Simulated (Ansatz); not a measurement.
MoAs2 in space group C2/m (No. 12; Mo on 4i, As on 4i, As on 4i), the program Ansatz at the PBE level (PAW), all energies at zero smearing, with the estimated change up to a 700 eV cutoff added, with one set of potentials and settings (totals compare only within such a set). Cell of 6 atoms (2 Mo, 4 As): -29338.090 eV.

```tsv
element	reference phase	E (eV/atom)
Mo	Im-3m, 1 atoms in the cell	-4956.0212
As	R-3m, 2 atoms in the cell	-4856.1377
```

Formation energy per atom, worked out: (-29338.090 − 2×(-4956.0212) − 4×(-4856.1377))/6 = -0.249 eV/atom (-24 kJ per mol of atoms), at 0 K, without zero-point energy or fitted corrections.

The workflow started from a Materials Project entry (that database holds measured and hypothetical structures alike); the Crystallography Open Database copy checked does not list it. COD files the formula under space group No. 5, so this cell is another polymorph or a model. Its standing as an ambient phase is unchecked. The PBE relaxation kept the symmetry of its start; whether a distortion lowers the energy is not shown. No spin polarisation was allowed. The references are the lowest solids computed at this level, not always the standard phases.

Potentials: the later of the program's two PAW sets.
